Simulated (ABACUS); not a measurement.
Input and output of a self-consistent single point for CsSnI3 (Pm-3m, 5 atoms in the cell; from Materials Project mp-614013) (ABACUS).

Level of theory: ABACUS with PBE, numerical atomic orbitals DZP (confined pseudo-atomic orbitals with Gaussian additions; energy shift 0.003 Ry), PseudoDojo 0.5 standard norm-conserving PBE (tails mended) pseudopotentials.

```xyz
5
Lattice="6.2862 0.0000 0.0000 0.0000 6.2862 0.0000 0.0000 0.0000 6.2862" Properties=species:S:1:pos:R:3 pbc="T T T"
Cs     3.1431     3.1431     3.1431
Sn     0.0000     0.0000     0.0000
I      3.1431     0.0000     0.0000
I      0.0000     3.1431     0.0000
I      0.0000     0.0000     3.1431
```

Reference input (self-consistent single point, DFT, PBE, numerical atomic orbitals DZP (confined pseudo-atomic orbitals with Gaussian additions; energy shift 0.003 Ry), PseudoDojo 0.5 standard norm-conserving PBE (tails mended) pseudopotentials): basis = DZP numerical atomic orbitals, energy shift 0.003 Ry; KPT = Gamma 4 4 4 0 0 0; basis_type = lcao; dft_functional = PBE; ecutwfc = 100 Ry; smearing_method = gaussian; smearing_sigma = 0.000734986 Ry; potentials = PseudoDojo 0.5 standard norm-conserving PBE (tails mended); symmetry = 1; symmetry_prec = 1e-05; ks_solver = scalapack_gvx; scf_nmax = 100. This run's input differs from it in these lines:

```diff
@@ -7,3 +7,3 @@
 dft_functional       PBE
-ecutwfc              100.0
+ecutwfc              40.0
 symmetry             1
```

Output, abridged:

```
 SELF-CONSISTENT
 -------------------------------------------

                  longest orb rcut (Bohr) = 13.2
   longest nonlocal projector rcut (Bohr) = 2.66
                     search radius (Bohr) = 31.7

                          real space grid = [ 48, 48, 48 ]
                                 init_chg = atomic

 LCAO ALGORITHM --------------- ION=   1  ELEC=   1--------------------------------

 Density error is 0.0464304713547
 E_KohnSham     -282.3450217864      -3841.5010982285
 E_Fermi        0.3255618022         4.4294955608

 LCAO ALGORITHM --------------- ION=   1  ELEC=   2--------------------------------

   [... lines left out ...]

   [... 5 blocks of this kind left out ...]

 LCAO ALGORITHM --------------- ION=   1  ELEC=   8--------------------------------

 Density error is 8.85767837439e-07
 E_KohnSham     -282.3618584411      -3841.7301726682
 E_Fermi        0.3070746681         4.1779651979

 LCAO ALGORITHM --------------- ION=   1  ELEC=   9--------------------------------

 Density error is 7.88316195637e-08
 E_KohnSham     -282.3618584411      -3841.7301726682
 E_KS(sigma->0) -282.3618584411      -3841.7301726682
 E_entropy(-TS) -0.0000000000        -0.0000000000
 E_Fermi        0.3070749794         4.1779694337
 charge density convergence is achieved
 final etot is -3841.7301727 eV
 EFERMI = 4.1779694337 eV

 STATE ENERGY(eV) AND OCCUPATIONS    NSPIN == 1
   [... 29 lines left out ...]

 TOTAL-FORCE (eV/Angstrom)
                       Cs1         0.0000000000         0.0000000000         0.0000000000
                       Sn1         0.0000000000         0.0000000000         0.0000000000
                        I1         0.0000000000         0.0000000000         0.0000000000
                        I2         0.0000000000         0.0000000000         0.0000000000
                        I3         0.0000000000         0.0000000000         0.0000000000

 TOTAL-STRESS (KBAR)
         1.0910066484        -0.0000000000        -0.0000000000
        -0.0000000000         1.0910066484        -0.0000000000
         0.0000000000        -0.0000000000         1.0910066484
 TOTAL-PRESSURE: 1.091007 KBAR

 --------------------------------------------
 !FINAL_ETOT_IS -3841.7301726682139815 eV
 --------------------------------------------
```

The run converged in 9 iterations. Against the reference run the free energy falls by 2.3 meV/atom, the pressure goes from 0.00 to 0.11 GPa and the gap on the mesh stays at 0.448 eV.

Spin-orbit coupling is left out, which matters for bands and gaps with elements this heavy. The atom-centred basis is finite, which shifts total energies, pressures and gaps against plane waves. This run is one point of a test of settings, so its values need not be converged; read them against the reference run alone. The structure comes from a collection of computed structures, made at another level of theory; the collection holds predicted forms beside known ones.

The atomic orbitals were generated for these runs; they are not ABACUS's published sets and were checked against plane waves on a few crystals only.

“Tails mended”: in these copies of the files the far tail of each local potential was reset to the Coulomb form.
